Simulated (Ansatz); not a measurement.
**Nuclear-site quantities of Li as the cell is scaled**

```
CELL_PARAMETERS angstrom
0.00000 2.20200 2.20200
2.20200 0.00000 2.20200
2.20200 2.20200 0.00000
ATOMIC_POSITIONS crystal
Li 0.00000 0.00000 0.00000
```

The cell is COD entry 9008473, as deposited and not checked against the literature; nothing was relaxed.

These are results of DFT, PBEsol, all-electron PAW with datasets made for the crystal, scalar-relativistic in Ansatz 0.2.0, not measurements.

Sampling and basis: a Γ-centred 13×13×13 k mesh, Fermi–Dirac smearing of 0.08 eV, cutoff 100 eV (chosen by the program for this cell), no spin polarisation.

The contact density is the mean electron density over the nuclear volume; its changes follow the s electrons' response to bonding and compression. Changes below are taken from the unscaled cell, where it is 93.2529 e/Å³ at Li.

The datasets are made afresh for each cell, so very small changes are uncertain.

Problem. Does compression raise or lower the contact density at Li?

Solution. It raises it, by 0.06 e/Å³ over the whole range.

Problem. Tabulate the changes with volume.

Solution. 
```csv
V/V(cell),P (GPa),Δρ(0) Li (e/Å³)
0.9400,0.1,0.03
0.9500,0.0,0.03
0.9600,-0.2,0.02
0.9800,-0.4,0.01
0.9900,-0.6,0.01
1.0000,-0.7,0.00
1.0100,-0.8,0.00
1.0200,-0.9,-0.01
1.0400,-1.1,-0.02
1.0500,-1.2,-0.02
1.0600,-1.3,-0.03
```
